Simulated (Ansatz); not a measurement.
## Is this ScGa2As3 structure a true minimum?

The structure comes from a proposed guess, relaxed at this level; another structure or a mixture of phases may lie lower.

Theory: DFT PBE, scalar-relativistic, plane waves, PAW in Ansatz. Cutoff 420 eV; k points 12×12×12 on the computed 6-atom cell (Γ-centred); Gaussian smearing, width 0.02 eV; no spin polarisation.

The cell below (6 atoms, space group I-4m2 (No. 119)) is relaxed within its symmetry.

```yaml
crystal:
  lattice:
    - [-2.06000, 2.06000, 8.99490]
    - [2.06000, -2.06000, 8.99490]
    - [2.06000, 2.06000, -8.99490]
  atoms:
    - { symbol: Sc, position: [0.00000, 0.00000, 0.00000] }
    - { symbol: Ga, position: [0.67085, 0.67085, 0.00000] }
    - { symbol: Ga, position: [0.32915, 0.32915, 0.00000] }
    - { symbol: As, position: [0.09161, 0.59161, 0.50000] }
    - { symbol: As, position: [0.40839, 0.90839, 0.50000] }
    - { symbol: As, position: [0.75000, 0.25000, 0.50000] }
```

For the test a repeat of it with 12 atoms (edges 5.83, 5.83, 9.45 Å) was strained at random (σ = 1.5 % a component), the atoms were moved at random (σ = 0.10 Å), and all was relaxed again on a coarse 4×2×4 mesh (in the run’s order of axes) with 0.10 eV smearing, with no symmetry imposed.

Task: Does it come back?

Result: It returns, within 1 meV/atom of the unmoved cell on that mesh and with the same symmetry when read at 0.1 Å (P1 at 0.01 Å, so small strains and shifts remain). So it is stable against the distortions that fit this cell and that this random move excites. Modes that don't fit the cell aren't tested.
